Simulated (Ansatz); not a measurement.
A trial cell of TiSi₂ was relaxed with r2SCAN (plane waves to 500 eV, PAW, scalar-relativistic; Ansatz, an electronic-structure program).

Before: I4/mcm (No. 140), tI12; a = b = 6.8506 Å, c = 5.5122 Å, α = β = γ = 90.00°.

After relaxation:

Simulated powder pattern, neutron, λ = 1.5401 Å (kinematic, ideal powder, no thermal factors, coherent scattering alone; the 24 strongest lines at most, above 1 %, up to 2θ = 90°):

```
2θ (°)  I/Imax (%)
------  ----------
20.17           17
28.68          100
33.61           37
39.51          9.5
41.01          8.9
44.76           15
46.11          7.2
54.03           65
58.26          9.9
59.39          4.8
63.40          2.2
67.27           47
70.00           44
70.65          1.9
73.70          3.5
74.34          3.5
77.33           13
77.96           39
78.32          3.3
85.08          6.1
87.98          5.9
88.60          5.8
88.95          2.9
```

Problem. Identify the relaxed structure from its pattern: crystal system, space group and cell.

Solution. Tetragonal, P4/mmm (No. 123), tP3; a = b = 4.396 Å, c = 2.663 Å, α = β = γ = 90.00°. Sites: Si 2f (0.000, 0.500, 0.000); Ti 1b (0.000, 0.000, 0.500).

Problem. Index the strongest lines.

Solution. 28.68° (110), 54.03° (201), 67.27° (310), 70.00° (221), 77.96° (112).

No spin polarisation in the result.

The run could not lose the symmetry of its start, so the end can be a saddle point.

The relaxed structure here is a generated cell of TiSi2: the first start was made by placing the elements on the sites of a structure type, and the end was not matched to a known phase here, so it may be hypothetical. Known forms of TiSi2 include space group No. 63, 70.
